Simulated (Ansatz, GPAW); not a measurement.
This is a calculation of MoPt for Ansatz 0.2.0. The cell comes from a database or a generator and needn't be the stable form of this composition.

input.yaml

```yaml
crystal:
  lattice:
    - [4.47661493, 0.0, 0.0]
    - [0.0, 2.73373498, 0.0]
    - [0.0, 0.0, 4.9584025]
  atoms:
    - { symbol: Pt, position: [0.75, 0.5, 0.33727105] }
    - { symbol: Pt, position: [0.25, 0.5, 0.66272895] }
    - { symbol: Mo, position: [0.75, 0.0, 0.83824963] }
    - { symbol: Mo, position: [0.25, 0.0, 0.16175037] }
kpoints:
  mp_grid: { grid: [6, 10, 6] }
scf:
  occupations: { method: fermi_dirac, width: 0.05 }
hamiltonian:
  xc: pbesol
  pseudopotentials: { kind: all_electron, lapw: { basis_error: 0.001 } }
output:
  forces: true
  stress: true
  eigenvalues: true
  populations: true
```

Potentials or basis: all-electron LAPW, scalar-relativistic.

Launch:

```bash
$ ansatz run input.yaml --threads 2 --pin off --max-ram 8192MiB --backend cpu --events-out ev --progress --plain --runs-dir out
```

Task: Set up the same calculation for GPAW 26.7.0 (ASE script). Potentials or basis there: PAW data sets generated for this functional, cutoff 600 eV.

Result: As run (cutoffs and basis follow the program's own potentials, and thresholds, step limits or extra output files can differ):

Contents of run.py:

```python
from ase import Atoms
from ase.dft.bandgap import bandgap
from ase.io import write
from ase.units import Bohr, GPa
from gpaw import GPAW, PW, setup_paths
from gpaw.elf import elf_from_dft_calculation

setup_paths.insert(0, '.')

atoms = Atoms(['Pt', 'Pt', 'Mo', 'Mo'],
              cell=[[4.47661493, 0.0, 0.0],
                    [0.0, 2.73373498, 0.0],
                    [0.0, 0.0, 4.9584025]],
              scaled_positions=[[0.75, 0.5, 0.33727105],
                                [0.25, 0.5, 0.66272895],
                                [0.75, 0.0, 0.83824963],
                                [0.25, 0.0, 0.16175037]],
              pbc=True)

calc = GPAW(mode=PW(600),
            xc='PBEsol',
            kpts={'size': (6, 10, 6), 'gamma': True},
            occupations={'name': 'fermi-dirac', 'width': 0.05},
            nbands=52,
            convergence={'density': 1e-05, 'energy': 1e-05},
            maxiter=150,
            txt='gpaw.txt')
atoms.calc = calc
energy = atoms.get_potential_energy()
forces = atoms.get_forces()
stress = atoms.get_stress()
calc.write('gs.gpw')
write('result.traj', atoms)
print(f'Energy: {energy:.6f} eV')
print('Forces (eV/A):')
print(forces.round(4))
print('Stress (GPa):', (stress / GPa).round(3))
print('Fermi level:', round(calc.get_fermi_level(), 4), 'eV')
print(f'Gap: {bandgap(calc)[0]:.4f} eV, direct: {bandgap(calc, direct=True)[0]:.4f} eV')

# fields on the real-space grid
write('density.cube', atoms, data=calc.get_pseudo_density() * Bohr**3)
write('potential.cube', atoms, data=calc.get_electrostatic_potential())
write('elf.cube', atoms, data=elf_from_dft_calculation(calc).data)
```

Potentials or basis: PAW data sets generated in the run's folder for this functional, pw.

The run is started by

```sh
$ gpaw-setup -f PBEsol Mo Pt
$ OMP_NUM_THREADS=1 python run.py
```

Both were run:

|  | Ansatz | GPAW |
| --- | --- | --- |
| Pressure | -5.7 GPa | -6.0 GPa |
| Largest force | 0.160 eV/Å | 0.168 eV/Å |

Where Ansatz's input types no cutoff or centring, it takes its own default and a Γ-centred mesh.

Pressure is positive in compression.
